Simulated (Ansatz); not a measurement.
CuAu$_{3}$:
```
CELL_PARAMETERS angstrom
     -1.96438     1.96438     3.96312
      1.96438    -1.96438     3.96312
      1.96438     1.96438    -3.96312
ATOMIC_POSITIONS crystal
  Cu 0.00000 0.00000 0.00000
  Au 0.75000 0.25000 0.50000
  Au 0.25000 0.75000 0.50000
  Au 0.50000 0.50000 0.00000
```

Relaxed with LDA. Special points in fractions of this cell's reciprocal vectors: Γ (0.000, 0.000, 0.000); X (0.000, 0.000, 0.500); P (0.250, 0.250, 0.250); N (0.000, 0.500, 0.000); M (0.500, 0.500, -0.500); S (0.311, 0.689, -0.311); S0 (-0.311, 0.311, 0.311); R (-0.123, 0.123, 0.500); G (0.500, 0.500, -0.123).

Q: List the band energies nearest the Fermi level at these points for DFT-LDA in the program Ansatz with PAW potentials.

A: In eV from the Fermi level; about four levels below and three above (degenerate sets whole), none deeper than 8.9 eV; points with the same levels are listed once.

```tsv
k	below	above
Γ	-1.54 -1.54 -1.54 -1.45	0.79 5.13 5.84
X	-1.73 -1.23 -1.21 -0.53	0.05 3.15 3.77
P	-0.82 -0.39 -0.17 -0.17	5.05 5.05 5.29
N	-2.19 -1.94 -1.74 -1.71	1.89 2.51 7.21
M	-1.56 -1.56 -1.54 -1.45	0.94 0.94 6.25
S	-2.07 -1.55 -1.16 -0.99	4.72 5.60 7.67
R	-1.82 -1.42 -1.36 -0.36	0.14 4.95 5.23
```

Space group I4/mmm. The first step of the workflow began from a Materials Project structure, measured or hypothetical; the Crystallography Open Database copy checked does not list it. COD files the formula under space group No. 221. Its standing as an ambient phase is unchecked. Symmetry was held in the LDA relaxation; whether a distortion lowers the energy is not shown. No spin polarisation was allowed. Spin–orbit coupling is left out wherever it is not named.

Potentials: the later of the program's two PAW sets.
